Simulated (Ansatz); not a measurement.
Here is the system:

Si2Ni:
```xyz
3
Lattice="0.0000 2.7223 2.7223 2.7223 0.0000 2.7223 2.7223 2.7223 0.0000" Properties=species:S:1:pos:R:3 pbc="T T T"
Si     1.3612     1.3612     1.3612
Si     4.0835     4.0835     4.0835
Ni     0.0000     0.0000     0.0000
```

This is the PBE-relaxed structure.

### Question
All from plane-wave PAW PBE (Ansatz code), unless another level is named. Estimate the electronic character.

### Answer
metallic (no gap).

### Question
What about the density of states at the Fermi level?

### Answer
0.29 states/eV per atom (mean over ±0.08 eV).

### Question
Next, the formation energy from the elements (no fitted shifts)?

### Answer
-0.35 eV/atom.

Space group Fm-3m (fluorite or antifluorite type). Symmetry was held in the PBE relaxation. No spin polarisation was allowed. The references are the lowest solids computed at this level, not always the standard phases.

Potentials: the earlier of the program's two PAW sets.
